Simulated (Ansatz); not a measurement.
Start of a relaxation of Sn2H:

```
CELL_PARAMETERS angstrom
0.00000 3.23537 3.23537
3.23537 0.00000 3.23537
3.23537 3.23537 0.00000
ATOMIC_POSITIONS crystal
Sn 0.75000 0.75000 0.75000
Sn 0.25000 0.25000 0.25000
H 0.00000 0.00000 0.00000
```

All numbers below come from DFT PBE, scalar-relativistic, plane waves, PAW in Ansatz. Cutoff 420 eV, Gaussian smearing, Γ-centred meshes. Cell and atoms relax on a converged mesh. In metals the finer mesh still leaves noise of several meV/atom or more. The steps can't lower the symmetry of their start. No spin polarisation.

A guess keeps its type if space group and coordination stay and the shape of the cell changes little (axis ratios within about 15 %, angles within 6°); the volume may change.

Q: Does it keep its structure type, or change into something else?

A: It keeps its type: symmetry leaves only the cell edge free. The symmetry stays Fm-3m (No. 225). The end has the anti-fluorite type. The volume per atom shrinks by 9.1 %, from 22.6 to 20.5 Å³. The shortest distance goes from 2.80 Å (Sn–H) to 2.71 Å (Sn–H). Counting neighbours within 15 % of an atom's shortest distance, the start has H 8, Sn 4 and the end H 8, Sn 4.

Energies over the elements count from the elements' standard structures at the same level (H₂ as a molecule), with no fitted energy shifts. The references include grey tin.

Q: At what energy does it end?

A: +0.49 eV/atom. It can't be a ground state, since the elements alone are lower.

The last run used a 12×12×12 mesh for its 3-atom cell and Gaussian smearing of 0.10 eV. The cell is a metal run without spin; a magnetic state may lie lower. With hydrogen, zero-point motion can shift formation energies by some tens of meV/atom. Symmetry constrained the relaxation, so the result can be a saddle point. Another cell of Sn2H relaxed alike, in P1, lies 253 meV/atom lower, so this cell isn't the stable form at this level.
